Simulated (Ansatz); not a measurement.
Relaxed-ion elastic tensor of Zr$_{2}$TlC in space group P6_3/mmc (No. 194; Zr on 4f, Tl on 2c, C on 2a) in GPa (Voigt order), PBEsol (plane waves, PAW; program Ansatz); density 9.16 g/cm³, 18.07 Å³ per atom.

```
 263  71.9  64.4   0.0   0.0   0.0
71.9   263  64.4   0.0   0.0   0.0
64.4  64.4   226   0.0   0.0   0.0
 0.0   0.0   0.0  68.6   0.0   0.0
 0.0   0.0   0.0   0.0  68.6   0.0
 0.0   0.0   0.0   0.0   0.0  95.7
```

Question: Is the crystal mechanically stable?

Answer: Yes: the smallest eigenvalue of C is 68.6 GPa.

Question: Work out the Voigt, Reuss and Hill averages.

Answer: K_V = 128, K_R = 127, K_H = 128; G_V = 83.4, G_R = 81.3, G_H = 82.3 GPa.

Question: Give Young's modulus, Poisson's ratio, Pugh's ratio and the universal anisotropy index.

Answer: E = 9KG/(3K + G) = 203 GPa; ν = 0.23; K/G = 1.55 (brittle by the Pugh limit of 1.75); A_U = 5G_V/G_R + K_V/K_R − 6 = 0.13.

Question: Estimate the sound speeds and the Debye temperature.

Answer: v_l = √((K + 4G/3)/ρ) = 5090 m/s, v_t = √(G/ρ) = 3000 m/s, mean 3320 m/s; Θ = (h/k)(3n/4πV)^(1/3) v_m = 377 K.

Question: How much does each axis shrink under pressure?

Answer: Linear compressibilities β_i = Σ_j S_ij (j = 1 to 3): x 2.4, y 2.4, z 3.1 per TPa.

The first step of the workflow began from a Materials Project structure, measured or hypothetical; the Crystallography Open Database copy checked does not list it. Its standing as an ambient phase is unchecked. Symmetry was held in the PBEsol relaxation; of distortions, only those at the zone centre were tested. No spin polarisation was allowed. As this level gives no gap, shear constants depend on the k-mesh and smearing (Fermi–Dirac, 0.1 eV here). Spin–orbit coupling is left out wherever it is not named.

Potentials: the earlier of the program's two PAW sets.
